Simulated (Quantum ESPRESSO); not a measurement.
## TaW3Sn3Ru (input and log of a self-consistent run)

A calculation, not a measurement. The program is pw.x of Quantum ESPRESSO 7.5 (plane-wave density functional theory). The cell is made up: eight metal atoms on a face-centred cubic lattice, with elements, volume, strain and displacements drawn at random and not relaxed, so it may be unstable or far from any real phase. PseudoDojo standard norm-conserving files set the functional (PBE unless stated); there is no spin polarisation or spin-orbit coupling, the Fermi-Dirac width of 0.25 eV means electrons at about 2900 K, and the masses in the input are unused placeholders. The tin pseudopotential is less sure than most, with forces differing by about three percent from a second method on plain tin. Heavy elements are run without spin-orbit coupling, which real alloys of them have. A spin test at this wide smearing found no moment, but such smearing suppresses magnetism that the real alloy may have.

Input:

```
&control calculation='scf', pseudo_dir='./dojo.nc.sr.pbe.v0_5.standard.upf', outdir='./o', disk_io='minimal', tprnfor=.true., tstress=.true. /
&system ibrav=0, nat=8, ntyp=4, nbnd=71, ecutwfc=84.00895049, nosym=.true., tot_charge=0,
 occupations='smearing', smearing='fd', degauss=0.0183746611
/
&electrons conv_thr=1.470e-08, electron_maxstep=70, mixing_beta=0.5 /
ATOMIC_SPECIES
Ru 1.0 Ru.upf
Sn 1.0 Sn.upf
Ta 1.0 Ta.upf
W 1.0 W.upf
CELL_PARAMETERS angstrom
-0.0186 -2.1109 -2.1247
2.081 4.3273 -2.2117
8.4541 -4.3687 4.4707
ATOMIC_POSITIONS angstrom
Ta -0.1075 -0.168 0.0374
W 4.1155 -2.0941 2.2431
W 4.1071 -0.0351 0.2506
Sn 8.5299 -2.325 2.2556
Sn 2.1563 -2.2004 -0.0243
W 6.2696 -4.4201 2.2848
Ru 2.0636 0.1302 -2.1878
Sn 6.4333 -2.2574 -0.0584
K_POINTS automatic
8 5 3 1 1 1
```

The log is shortened where brackets say so; the opening notice, blank lines, dates and the lines on written files are dropped, and the path of the files is cut. It prints rydbergs, bohrs and kilobars, and counts compression as positive stress. Its total energy is the free energy E - TS of the whole cell.

```
     Program PWSCF v.7.5
     Parallel version (MPI & OpenMP), running on       4 processor cores
     Number of MPI processes:                 4
     Threads/MPI process:                     1
     [start-up lines left out]
     bravais-lattice index     =            0
     lattice parameter (alat)  =       5.6599  a.u.
     unit-cell volume          =    1052.5592 (a.u.)^3
     number of atoms/cell      =            8
     number of atomic types    =            4
     number of electrons       =       113.00
     number of Kohn-Sham states=           71
     kinetic-energy cutoff     =      84.0090  Ry
     charge density cutoff     =     336.0358  Ry
     scf convergence threshold =      1.5E-08
     mixing beta               =       0.5000
     number of iterations used =            8  plain     mixing
     Exchange-correlation= PBE
                           (   1   4   3   4   0   0   0)
     [axes and pseudopotential details left out]
   Cartesian axes
     site n.     atom                  positions (alat units)
         1        Ta     tau(   1) = (  -0.0358920  -0.0560917   0.0124871  )
         2        W      tau(   2) = (   1.3740799  -0.6991765   0.7489245  )
         3        W      tau(   3) = (   1.3712753  -0.0117192   0.0836701  )
         4        Sn     tau(   4) = (   2.8479563  -0.7762692   0.7530979  )
         5        Sn     tau(   5) = (   0.7199437  -0.7346678  -0.0081133  )
         6        W      tau(   6) = (   2.0932891  -1.4757795   0.7628472  )
         7        Ru     tau(   7) = (   0.6889931   0.0434711  -0.7304609  )
         8        Sn     tau(   8) = (   2.1479451  -0.7536989  -0.0194985  )
     number of k points=    60  Fermi-Dirac smearing, width (Ry)=  0.0184
                       cart. coord. in units 2pi/alat
        k(    1) = (   0.0919356  -0.0135558  -0.0754405), wk =   0.0333333
        k(    2) = (  -0.0855337   0.0435737  -0.1306454), wk =   0.0333333
     [further k points left out]
     Dense  grid:   109521 G-vectors     FFT dimensions: (  36,  60, 120)
     Estimated max dynamical RAM per process >     426.94 MB
     Estimated total dynamical RAM >       1.59 GB
     Initial potential from superposition of free atoms
     starting charge     112.9922, renormalised to     113.0000
     Starting wfcs are   77 randomized atomic wfcs
     total cpu time spent up to now is        8.4 secs
     per-process dynamical memory:   344.7 Mb
     Self-consistent Calculation
     iteration #  1     ecut=    84.01 Ry     beta= 0.50
     Davidson diagonalization with overlap
     ethr =  1.00E-02,  avg # of iterations =  2.7
     Threshold (ethr) on eigenvalues was too large:
     Diagonalizing with lowered threshold
     Davidson diagonalization with overlap
     ethr =  7.24E-04,  avg # of iterations =  2.0
     total cpu time spent up to now is       40.2 secs
     total energy              =   -1259.53328955 Ry
     estimated scf accuracy    <       0.86669955 Ry
     iteration #  2     ecut=    84.01 Ry     beta= 0.50
     Davidson diagonalization with overlap
     ethr =  7.67E-04,  avg # of iterations =  4.0
     total cpu time spent up to now is       60.3 secs
     total energy              =   -1258.73365581 Ry
     estimated scf accuracy    <      24.22222319 Ry
     iteration #  3     ecut=    84.01 Ry     beta= 0.50
     Davidson diagonalization with overlap
     ethr =  7.67E-04,  avg # of iterations =  5.4
     total cpu time spent up to now is       79.7 secs
     total energy              =   -1259.67228216 Ry
     estimated scf accuracy    <       4.30836477 Ry
     iteration #  4     ecut=    84.01 Ry     beta= 0.50
     Davidson diagonalization with overlap
     ethr =  7.67E-04,  avg # of iterations =  2.1
     total cpu time spent up to now is       95.4 secs
     total energy              =   -1259.91526275 Ry
     estimated scf accuracy    <       0.63957470 Ry
     iteration #  5     ecut=    84.01 Ry     beta= 0.50
     Davidson diagonalization with overlap
     ethr =  5.66E-04,  avg # of iterations =  1.9
     total cpu time spent up to now is      110.0 secs
     total energy              =   -1259.94271408 Ry
     estimated scf accuracy    <       0.83733981 Ry
     [iterations 6 to 12 left out]
     iteration # 13     ecut=    84.01 Ry     beta= 0.50
     Davidson diagonalization with overlap
     ethr =  6.50E-10,  avg # of iterations =  3.2
     total cpu time spent up to now is      237.6 secs
     total energy              =   -1259.98973728 Ry
     estimated scf accuracy    <       0.00000057 Ry
     iteration # 14     ecut=    84.01 Ry     beta= 0.50
     Davidson diagonalization with overlap
     ethr =  5.03E-10,  avg # of iterations =  2.0
     total cpu time spent up to now is      252.3 secs
     total energy              =   -1259.98973732 Ry
     estimated scf accuracy    <       0.00000040 Ry
     iteration # 15     ecut=    84.01 Ry     beta= 0.50
     Davidson diagonalization with overlap
     ethr =  3.56E-10,  avg # of iterations =  1.0
     total cpu time spent up to now is      266.0 secs
     total energy              =   -1259.98973735 Ry
     estimated scf accuracy    <       0.00000003 Ry
     iteration # 16     ecut=    84.01 Ry     beta= 0.50
     Davidson diagonalization with overlap
     ethr =  2.65E-11,  avg # of iterations =  2.0
     total cpu time spent up to now is      281.2 secs
     total energy              =   -1259.98973735 Ry
     estimated scf accuracy    <       0.00000004 Ry
     iteration # 17     ecut=    84.01 Ry     beta= 0.50
     Davidson diagonalization with overlap
     ethr =  2.65E-11,  avg # of iterations =  1.1
     total cpu time spent up to now is      295.0 secs
     End of self-consistent calculation
     [lines on levels left out]
!    total energy              =   -1259.98973735 Ry
     estimated scf accuracy    <          7.4E-09 Ry
     smearing contrib. (-TS)   =      -0.11357920 Ry
     internal energy E=F+TS    =   -1259.87615814 Ry
     The total energy is F=E-TS. E is the sum of the following terms:
     one-electron contribution =    -262.07505291 Ry
     hartree contribution      =     199.73778712 Ry
     xc contribution           =    -295.17855261 Ry
     ewald contribution        =    -902.36033975 Ry
     convergence has been achieved in  17 iterations
     Forces acting on atoms (cartesian axes, Ry/au):
     atom    1 type  3   force =     0.06144570    0.03661389   -0.03899742
     atom    2 type  4   force =     0.02918567   -0.02382665    0.01243409
     atom    3 type  4   force =     0.04741035    0.02382935   -0.05856383
     atom    4 type  2   force =    -0.01873469   -0.04941027    0.06073547
     atom    5 type  2   force =    -0.07315814    0.00308630    0.04205923
     atom    6 type  4   force =     0.02579475    0.01708779   -0.03882121
     atom    7 type  1   force =     0.01308365   -0.02240384    0.00808032
     atom    8 type  2   force =    -0.08502729    0.01502343    0.01307335
     Total force =     0.197224     Total SCF correction =     0.000511
     Computing stress (Cartesian axis) and pressure
          total   stress  (Ry/bohr**3)                   (kbar)     P=      -84.97
  -0.00026824  -0.00012005  -0.00015210          -39.46      -17.66      -22.38
  -0.00012005  -0.00075664   0.00043522          -17.66     -111.31       64.02
  -0.00015210   0.00043522  -0.00070803          -22.38       64.02     -104.16
     init_run     :      7.73s CPU      8.19s WALL (       1 calls)
     electrons    :    277.02s CPU    286.68s WALL (       1 calls)
     forces       :      3.15s CPU      3.20s WALL (       1 calls)
     stress       :     11.01s CPU     11.41s WALL (       1 calls)
     [timing details left out]
     PWSCF        :   4m59.13s CPU   5m 9.83s WALL
     JOB DONE.
```

In other units: free energy -17143.034 eV for the cell, pressure -8.50 GPa, largest force component 2.186 eV/Å in size. The run took 312 s of wall time with four MPI processes on a shared machine (AMD EPYC, older, virtual cores), so the time is rough. A rerun of this cell at a higher cutoff and on a denser mesh moved values by no more than 0.003 eV in energy, 0.03 GPa in stress and 0.005 eV/Å in force, and a second program with other atomic files agreed on that cell to 2 % rms in force and 0.5 GPa in pressure.